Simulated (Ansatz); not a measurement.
## Zone-centre phonons of AlCu$_{3}$ at 10 GPa: input and output

All numbers below come from DFT LDA, scalar-relativistic, plane waves, PAW in Ansatz 0.2.0.

Launched with:
```bash
ansatz run input.yaml --threads 1 --pin off --max-ram 3072MiB --backend cpu --events-out ev --progress --plain --runs-dir out
```

Input (bare energies are in eV):
```yaml
crystal:
  lattice:
    - [0.0, 2.8002058594, 2.8002058594]
    - [2.8002058594, 0.0, 2.8002058594]
    - [2.8002058594, 2.8002058594, 0.0]
  atoms:
    - { symbol: Al, position: [0.0, 0.0, 0.0] }
    - { symbol: Cu, position: [0.5, 0.5, 0.5] }
    - { symbol: Cu, position: [0.25, 0.25, 0.25] }
    - { symbol: Cu, position: [0.75, 0.75, 0.75] }
basis:
  ecutwfc: 420
kpoints:
  mp_grid: { grid: [14, 14, 14] }
hamiltonian:
  xc: lda
scf:
  occupations: { method: fermi_dirac, width: 0.15 }
output:
  eigenvalues: true
phonons:
  method: dfpt
  eigenvectors: true
```

Results section of the output:
```
--- Phonons (Γ-DFPT): 3 representative perturbations + reference, on 244 of 2744 k-points (Σ response iterations 11) ---
  k mesh reduced under 8 symmetry operations, with k and −k counted as one. Each operation leaves every solved displacement unchanged or reverses it
  ASR residual: 1.715e-4 → 0.000e0 eV/Å²; symmetrization residual: 9.204e-7 eV/Å²
  ASR residual per site (eV/Å²): 1.07e-5 1.71e-4 1.57e-4 1.57e-4
  Γ frequencies (cm⁻¹): 0.00 0.00 0.00 188.30 188.30 188.30 226.14 226.14 226.14 336.15 336.15 336.15
  non-analytic LO–TO correction: not included (Born effective charges unavailable; polar crystals: no LO–TO splitting at Γ)
```

Time: 2.6 min on 1 thread of Intel(R) Xeon(R) Platinum 8488C (Sapphire Rapids) (shared host), peak memory 1.5 GiB.

In a metal, frequencies and elastic constants depend on the k mesh and the smearing, soft modes and shear constants most. Other phases may be more stable at this pressure.